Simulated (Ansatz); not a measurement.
**MnSe (F-43m): does the start matter?**

All numbers are calculated (LDA+U, U_eff = 3.0 eV (Dudarev form) on Mn d, fully localised double counting, scalar-relativistic datasets, 420 eV, PAW set soft_2 (made for PBE), 6×6×6 mesh, Gaussian smearing of 0.05 eV) with the plane-wave PAW code Ansatz.

```
CELL_PARAMETERS angstrom
0.00000 2.91000 2.91000
5.82000 2.91000 2.91000
5.82000 5.82000 0.00000
ATOMIC_POSITIONS crystal
Mn 0.00000 0.00000 0.00000
Se 0.75000 0.75000 0.00000
Mn 0.00000 0.00000 0.50000
Se 0.75000 0.75000 0.50000
```

The structure is that of a cell as deposited in COD, unrelaxed. The cell shown is twice the primitive one, so that more magnetic patterns fit.

Cell and atoms stay fixed, and the cell was started in 6 ways, without spin–orbit coupling. The starts were built for 5 d electrons on Mn, a formal count that the converged states needn't keep. Starting moments of the plain starts: Mn1 5.00; Mn3 -5.00 μB (atoms counted from 1).

Energies count from the lowest free state found; constrained states (a lock kept on the moments, or spin off) can lie above or below free ones. A natural orbital (eigenvector of a shell's occupation matrix) is counted as filled above 0.75 (0.9 in a metal) and as partly filled from 0.35 up to that; ↑ and ↓ are the spin channels.

```csv
state,reached from,ΔE (meV/atom),gap (eV),P (GPa),cell spin moment (μB),site spin moments (μB),shell filling,Hubbard energy (eV/cell),flags
1,"random orbitals: random mixtures, one electron fewer (draw 7); typed shells with each spin channel wholly full or empty (5+0 electrons), held for 5 iterations; from atoms, symmetry kept, no search; 3 more",0.0,2.12,-1.3,0.00,"Mn 4.25, -4.25","Mn 5↑ 0↓, 5.34 e; Mn 0↑ 5↓, 5.34 e",1.17,–
```

The lowest free state (state 1) has 5 d electrons in filled orbitals, 5 of them unpaired, the high-spin filling, a gap of 2.12 eV. Its natural occupations are Mn1 spin up: 0.99 0.99 0.99 1.00 1.00; Mn1 spin down: 0.03 0.04 0.10 0.10 0.11; Mn3 spin up: 0.03 0.04 0.10 0.10 0.11; Mn3 spin down: 0.99 0.99 0.99 1.00 1.00. Since all bands are wholly filled or empty, the fractional occupations (0.10, 0.11) come from mixing of the shell with the neighbours' orbitals (covalency), not from partly filled bands.

All 6 free starts end within 3 meV/atom of the lowest, so here the result hardly hangs on the start.

Every start opposed the Mn moments, so their parallel order wasn't tried.

The type II order of many rock-salt magnets, which opposes second neighbours along the straight metal–anion–metal paths, can't form in this cell.

In the lowest free state the fixed cell carries a pressure of -1.3 GPa (the cell is larger than this level of theory would relax to); relaxing would change energies and could change the order of close states.

The lowest state found needn't be the ground state of this level of theory. U wasn't fitted or computed for this material, so the results show what this U gives and needn't match the real solid. Gaps are Kohn–Sham gaps over the k-mesh alone and may be smaller between its points. Site moments are integrated in small spheres and here fall short of the shell's N↑ − N↓.
